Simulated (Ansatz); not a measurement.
PtS2 (CdI2 type)

```
PtS2
1.0
    3.58361     0.00000     0.00000
   -1.79180     3.10349     0.00000
    0.00000     0.00000     4.65640
Pt S
1 2
Cartesian
  0.00000   0.00000   0.00000
  1.79180   1.03450   1.20602
  0.00000   2.06900   3.45037
```

E(V) scan at fixed shape, V₀ the volume above. The atoms relax within the cell's symmetry.

These are PBE-D3(BJ) (plane waves to 420 eV, PAW, scalar-relativistic; Ansatz, a program for electronic structure) values and carry that method's errors. k mesh 15×15×10 (Γ-centred), Fermi-Dirac smearing 0.05 eV. E stands for the smeared free energy. Stress and pressure are positive under compression. With the shape held, the modulus is that of even scaling; a crystal free to change shape is softer. At this level the bands of PtS2 touch or barely overlap; measurements give the solid a gap. PtS2 is run without spin polarisation. PtS2 was relaxed with its symmetry unable to fall. Spin-orbit coupling is left out, though Pt is heavy. The zero of ΔE is the relaxed starting cell. The last digit holds for this mesh only.

```csv
V (Å³/atom),ΔE (meV/atom)
14.500,157.4
15.191,withheld
15.881,33.7
16.572,7.8
17.262,0.0
17.953,6.7
18.643,25.2
19.334,53.0
20.024,88.4
```

Q: Fit a third-order Birch-Murnaghan form (E₀, V₀, B₀, B₀′ free) to the given rows and predict ΔE at V = 15.191.

A: Least squares on the 8 given rows: ΔE = E₀ + (9V₀B₀/16)·y²·[2 + (B₀′ − 4)y], y = (V₀/V)^(2/3) − 1, with V₀ = 17.265 Å³/atom, B₀ = 83.59 GPa (160.2 GPa = 1 eV/Å³; the term in eV is multiplied by 1000), B₀′ = 4.33, E₀ = 0.06 meV/atom; root-mean-square residual 0.07 meV/atom. At 15.191 the fit gives 81.6 meV/atom; the calculation gives 82.1 meV/atom, so the interpolation is off by -0.5 (-0.6 %). For the pressure the fit gives 14.1 GPa against the computed 14.2 GPa.

(A scan under strain: stresses follow from slopes of the energy per volume, elastic moduli from its curvatures.)
